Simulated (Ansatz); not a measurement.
Bi₂Te₃ (Bi2Te3 type, space group R-3m)

```
CELL_PARAMETERS angstrom
      2.19356     1.26645    10.09527
     -2.19356     1.26645    10.09527
      0.00000    -2.53291    10.09527
ATOMIC_POSITIONS crystal
  Bi 0.40015 0.40015 0.40015
  Bi 0.59985 0.59985 0.59985
  Te 0.00000 0.00000 0.00000
  Te 0.20935 0.20935 0.20935
  Te 0.79065 0.79065 0.79065
```

E(V) scan at fixed shape, V₀ the volume above. The atoms relax within the cell's symmetry.

Calculation: PBE-D3(BJ) (plane waves to 420 eV, PAW, scalar-relativistic; Ansatz, a quantum-chemistry and plane-wave program). k mesh 9×9×9 (Γ-centred), Fermi-Dirac smearing 0.05 eV. The energy includes the smearing's −TS. Compression counts positive. Bi2Te3 was relaxed with its symmetry unable to fall. Spin-orbit coupling is left out, though Bi and Te are heavy. The zero of ΔE is the relaxed starting cell.

Problem. Predict the ΔE (meV/atom) and P (GPa) at V/V₀ = 0.840, 0.880, 0.920, 0.960, 1.040, 1.080, 1.120, 1.160.

Solution. 
```
V/V₀   ΔE (meV/atom)  P (GPa)
-----  -------------  -------
0.840          156.6     11.3
0.880           79.2      7.3
0.920           31.7      4.2
0.960            7.1      1.8
1.040            5.7     -1.3
1.080           20.5     -2.2
1.120           41.5     -2.8
1.160           66.6     -3.2
```

(A scan under strain: stresses follow from slopes of the energy per volume, elastic moduli from its curvatures.)
